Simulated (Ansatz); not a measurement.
Data:

LaH₃:
```
CELL_PARAMETERS angstrom
      0.00000     2.78648     2.78648
      2.78648     0.00000     2.78648
      2.78648     2.78648     0.00000
ATOMIC_POSITIONS crystal
  La 0.00000 0.00000 0.00000
  H  0.50000 0.50000 0.50000
  H  0.75000 0.75000 0.75000
  H  0.25000 0.25000 0.25000
```

This is the r²SCAN-relaxed structure.

All from plane-wave PAW r²SCAN (Ansatz code), unless another level is named. Estimate the hole effective mass.

0.23 mₑ (isotropic).

Give the gap with spin–orbit coupling.

0.09 eV.

Next, the band gap?

0.15 eV (indirect).

Next, the conduction-band minimum?

at L (4 equivalent valleys).

What about the weight of the valence-edge state by species (Voronoi cells)?

H 99 %.

Space group Fm-3m. The first step of the workflow began from a Materials Project structure, measured or hypothetical; the Crystallography Open Database copy checked does not list it. Its standing as an ambient phase is unchecked. The r²SCAN relaxation kept the symmetry of its start. At this level the phase is dynamically unstable (imaginary phonons). Scalar-relativistic: spin–orbit coupling is off unless named, which matters more the heavier the elements.

Potentials: the later of the program's two PAW sets.
